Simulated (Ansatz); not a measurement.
# EuHg2 in the AlB2-type structure

**The experiment.** The Crystallography Open Database holds a cell as deposited of hexagonal EuHg2 (space group P6/mmm), temperature not stated (1964): a, c = 4.970, 3.705 Å, 26.42 Å³/atom.

The computed numbers are results of PBEsol, scalar-relativistic (collinear spin) in the plane-wave PAW code Ansatz at 420 eV, Γ-centred 8×8×6 mesh, 0.05 eV Gaussian smearing; PAW files: Ansatz's generated set soft_2.

```
Eu Hg
1.0
     4.94715    0.00000    0.00000
    -2.47357    4.28436    0.00000
     0.00000    0.00000    3.55084
Eu Hg
1 2
Direct
  0.00000 0.00000 0.00000
  0.33333 0.66667 0.50000
  0.66667 0.33333 0.50000
```

The start was a prototype's sites filled with these elements; the Crystallography Open Database holds the compound in this structure.

Magnetic state: ferromagnetic, site spin moments Eu 6.80 μB.

The cell above was scaled in volume, and shape and atoms were relaxed at each volume within its symmetry. Energies are counted from the cell above.

The cell is relaxed to zero pressure at this level.

```csv
V (Å³/atom),ΔE (meV/atom),P (GPa),largest moment (μB)
24.08,5.7,1.8,6.78
24.59,?,?,?
25.09,0.0,0.0,6.80
25.59,1.3,-0.9,6.81
26.09,5.2,-1.6,6.82
```

(1) Fill in the withheld row.

(2) Can a bulk modulus be trusted from these points?

Answers:

(1) ΔE (meV/atom): 1.5, P (GPa): 0.9, largest moment (μB): 6.79.

(2) No. The energies are smooth (scatter 0.02 meV/atom), but the fit's B0′ of 0.6 is out of the usual range: the curve is too flat or too lopsided over this range, or mesh noise enters, and a third-order form can't fix it.

**Comparison.** The computed cell (4.947, 3.551 Å, 25.09 Å³/atom) differs from the database's by −5.0 % in volume, about −1.7 % in length. The axes miss by −0.5 %, −4.2 %. That is a large miss for PBEsol, or the entry is off. Spin–orbit coupling, left out, also moves the volume of such heavy elements' compounds.

Without a U the 4f levels of Eu lie too near the Fermi level, so their share of the states there, and what hangs on it, is overstated. Spin–orbit coupling, which matters for such heavy elements, is left out. The run wasn't fully tested for a lower electronic state. Site moments are of spin, integrated over atomic spheres. No antiparallel order was tried. The run is a metal.
